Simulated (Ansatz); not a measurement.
Total density of states per atom from the program Ansatz at the r²SCAN+D4 level (PAW), in 0.25 eV bins, energy from the Fermi level:

```
E (eV) | states/eV/atom
    -6.45 |  0.00
    -6.20 |  0.03
    -5.95 |  0.06
    -5.70 |  0.09
    -5.45 |  0.11
    -5.20 |  0.16
    -4.95 | ############################## 56.0
    -4.70 |  0.24
    -4.45 |  0.19
    -4.20 |  0.21
    -3.95 |  0.23
    -3.70 |  0.26
    -3.45 |  0.29
    -3.20 |  0.33
    -2.95 |  0.38
    -2.70 |  0.46
    -2.45 |  0.63
    -2.20 |  0.64
    -1.95 |  0.63
    -1.70 |  0.62
    -1.45 |  0.69
    -1.20 |  0.71
    -0.95 |  0.71
    -0.70 | # 0.94
    -0.45 | # 1.36
    -0.20 | # 1.51
     0.05 | # 1.86
     0.30 | # 1.04
     0.55 |  0.71
     0.80 |  0.59
     1.05 |  0.69
     1.30 | # 1.11
     1.55 | # 1.83
     1.80 | # 1.58
     2.05 | # 1.52
     2.30 | # 1.34
     2.55 | # 1.47
     2.80 | # 1.56
     3.05 | # 0.95
     3.30 |  0.71
     3.55 |  0.63
     3.80 |  0.66
     4.05 |  0.66
     4.30 |  0.67
     4.55 |  0.70
     4.80 |  0.73
```

### Question
Pick the material that matches.
A) Lu, hcp (Mg type)
B) Re, hcp (Mg type)
C) Tl, hcp (Mg type)
D) Ag, hcp (Mg type)

### Answer
A, Lu, hcp (Mg type). Within 0.5 eV of the Fermi level: Lu 5d 88 %, outside the projected shells 7 %. Projections are on Löwdin-orthogonalised atomic valence shells; empty p or d shells of many metals are not among them.

Space group P6_3/mmc (hcp (Mg type)). Symmetry was held in the r²SCAN+D4 relaxation. The pairwise dispersion correction was not fitted to metals. Spin–orbit coupling is left out wherever it is not named.

Potentials: the later of the program's two PAW sets.
